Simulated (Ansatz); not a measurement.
The relaxed structure here is a generated cell of Zr2Ge: the first start was made by a random draw of sites in a space group, and the end was not matched to a known phase here, so it may be hypothetical.

The start is a randomly generated symmetric cell of Zr2Ge (space group No. 37). The structure is fully relaxed (lattice and positions, P = 0) with r2SCAN (plane waves to 500 eV, PAW, scalar-relativistic; Ansatz, an electronic-structure program). The first steps use a coarse 5×5×4 k-mesh.

Initial structure:
```
Zr2Ge
1.0
    2.91502    -4.36977     0.00000
    2.91502     4.36977     0.00000
    0.00000     0.00000     5.66095
Ge Zr
2 4
Cartesian
  2.91502   0.00000   4.57217
  2.91502   0.00000   1.74169
  1.45751   2.18489   3.76365
  1.45751  -2.18489   0.93317
  1.45751   2.18489   0.81587
  1.45751  -2.18489   3.64635
```

### Question
What is the largest force in the starting geometry, and on which atom (counted from 1)?

### Answer
About 2.0 eV/Å, on Zr3, Zr4 (atoms numbered as listed).

### Question
Does the structure survive the relaxation? Give the final space group.

### Answer
The space group goes from Ccc2 (No. 37) to P4/mmm (No. 123), with 3 atoms in the primitive cell.

### Question
How much energy is released per atom?

### Answer
0.59 eV/atom.

### Question
How does the volume change?

### Answer
-5.9 %, from 24.04 to 22.61 Å³/atom.

### Question
How do the shortest distances between atoms change?

### Answer
The closest pairs of elements (up to four, under 3.6 Å), start → end: Zr–Zr 2.71 → 3.06 Å; Ge–Zr 2.75 → 2.82 Å; Ge–Ge 2.83 → 3.62 Å.

### Question
What band gap does the relaxed structure have at this level?

### Answer
Zero (metallic).

### Question
Write out the relaxed structure.

### Answer

```cif
data_GeZr2
_chemical_formula_sum 'Ge1 Zr2'
_space_group_name_H-M_alt 'P4/mmm'
_space_group_IT_number 123
_space_group_name_Hall '-P 4 2'
_cell_length_a 4.33157
_cell_length_b 4.33157
_cell_length_c 3.61517
_cell_angle_alpha 90.000
_cell_angle_beta 90.000
_cell_angle_gamma 90.000
loop_
_atom_site_label
_atom_site_type_symbol
_atom_site_symmetry_multiplicity
_atom_site_Wyckoff_symbol
_atom_site_fract_x
_atom_site_fract_y
_atom_site_fract_z
_atom_site_occupancy
Ge1 Ge 1 c 0.50000 0.50000 0.00000 1
Zr1 Zr 2 e 0.00000 0.50000 0.50000 1
```

Final values are on a 11×11×13 k-mesh of the relaxed cell. No spin polarisation in the result.

The run could not lose the symmetry of its start, so the end can be a saddle point.
